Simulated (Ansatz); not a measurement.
**Is this Mo3W structure a true minimum?**

It was reached by relaxing an invented guess, and it needn't be the stable form of this composition.

Computed with DFT PBE, scalar-relativistic, plane waves, PAW in Ansatz 0.2.0. Settings: cutoff 420 eV, Γ-centred mesh 12×12×12 on the computed 4-atom cell, Gaussian smearing of 0.10 eV; no spin polarisation.

The cell below (4 atoms, space group Fm-3m (No. 225)) is relaxed within its symmetry.

```
Mo W
1.0
     0.00000    3.16599    3.16599
     3.16599    0.00000    3.16599
     3.16599    3.16599    0.00000
Mo W
3 1
Direct
  0.75000 0.75000 0.75000
  0.25000 0.25000 0.25000
  0.00000 0.00000 0.00000
  0.50000 0.50000 0.50000
```

For the test a repeat of it with 8 atoms (edges 4.48, 4.48, 7.76 Å) was strained at random (σ = 1.5 % a component), the atoms were moved at random (σ = 0.05 Å), and all was relaxed again on a coarse 6×6×6 mesh (in the run’s order of axes) with 0.20 eV smearing, with no symmetry imposed.

Spin–orbit coupling, which can matter for W, is left out.

Question: What happens?

Answer: It returns, within 1 meV/atom of the unmoved cell on that mesh and with the same symmetry when read at 0.1 Å (R-3m at 0.01 Å, so small strains and shifts remain). So it is stable against the distortions that fit this cell and that this random move excites. Modes that don't fit the cell aren't tested.
